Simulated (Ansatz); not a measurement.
BeS:
```xyz
6
Lattice="3.4369 0.0000 0.0000 -1.7184 2.9764 0.0000 0.0000 0.0000 7.8047" Properties=species:S:1:pos:R:3 pbc="T T T"
Be     1.7184     0.0000     0.0000
Be    -0.8592     1.4882     2.6016
Be     0.8592     1.4882     5.2031
S      1.7184     0.0000     3.9023
S     -0.8592     1.4882     6.5039
S      0.8592     1.4882     1.3008
```

Relaxed with r²SCAN+D4. Independent-particle spectrum: no excitons, no local fields, no scissors shift; 0.1 eV broadening; ε₁ of the summed bands alone.

Tabulate the dielectric function from plane-wave PAW r²SCAN+D4 (Ansatz code).



```tsv
E (eV)	ε₁ xx	ε₂ xx	ε₁ zz	ε₂ zz
0.0	6.35	0.00	6.83	0.00
0.5	6.38	0.00	6.86	0.00
1.0	6.46	0.00	6.96	0.00
1.5	6.60	0.00	7.12	0.00
2.0	6.82	0.00	7.37	0.00
2.5	7.13	0.00	7.73	0.00
3.0	7.57	0.00	8.24	0.00
3.5	8.21	0.00	8.98	0.00
4.0	9.19	0.00	10.11	0.00
4.5	11.06	0.02	12.11	0.00
5.0	14.36	3.75	16.29	2.01
5.5	14.65	5.81	22.14	8.96
6.0	16.75	12.33	19.26	19.25
6.5	7.09	21.12	1.58	22.47
7.0	-1.38	14.90	-2.71	15.60
7.5	-2.09	11.55	-6.66	13.66
8.0	-2.87	9.79	-5.93	9.14
8.5	-2.96	7.50	-5.08	6.02
9.0	-2.82	6.36	-3.75	5.14
9.5	-2.86	5.45	-3.98	3.99
10.0	-2.65	4.74	-2.42	3.43
10.5	-2.68	4.39	-2.08	3.29
11.0	-2.66	3.77	-2.33	3.25
11.5	-2.63	2.90	-2.28	2.32
12.0	-2.33	2.50	-1.81	2.39
```

From ε at 6.5 eV (xx: 7.09 + 21.12i), find n, k, the normal reflectivity and the absorption coefficient.

n = 3.83, k = 2.756, R = 50 %, α = 2kE/ħc = 1800000 cm⁻¹.

With all bands, ε∞ without local fields is 6.37 (xx = yy), 6.85 (zz).

Space group P6_422. The start of the workflow was typed in or built on a structure type; neither database checked (COD, Materials Project) lists it. COD files the formula under space group No. 216, so this cell is another polymorph or a model. Its standing as an ambient phase is unchecked. Symmetry was held in the r²SCAN+D4 relaxation; whether a distortion lowers the energy is not shown.

Potentials: the earlier of the program's two PAW sets.
